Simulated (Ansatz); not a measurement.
# Energy and pressure of WSe against volume, without spin

Method: Ansatz, DFT PBEsol, scalar-relativistic, plane waves, PAW.

```xyz
2
Lattice="0.0000 2.8471 2.8471 2.8471 0.0000 2.8471 2.8471 2.8471 0.0000" Properties=species:S:1:pos:R:3 pbc="T T T"
W     0.0000    0.0000    0.0000
Se    1.4235    1.4235    1.4235
```

```json
{
 "plane-wave cutoff": "420 eV",
 "Γ-centred k-mesh": "14×14×14",
 "occupation rule": "Gaussian smearing, 0.1 eV",
 "spin treatment": "unpolarised"
}
```

The cell is scaled evenly at fixed fractional positions, V₀ being the volume of the cell shown; start: no spin polarisation. Energies are extrapolated to zero smearing. A spin-polarised state can lie lower, at larger volumes above all.

```json
{"V/V₀": "1.000", "E above lowest (meV/atom)": "0.0", "P (GPa)": "-7.0"}
{"V/V₀": "1.057", "E above lowest (meV/atom)": "78.9", "P (GPa)": "-12.0"}
{"V/V₀": "1.132", "E above lowest (meV/atom)": "235.7", "P (GPa)": "-16.4"}
{"V/V₀": "1.226", "E above lowest (meV/atom)": "482.1", "P (GPa)": "-19.4"}
```

Cost: 4 runs of about 0.27 core-minutes in all, on Intel Xeon 6975P-C (Granite Rapids) (shared hosts).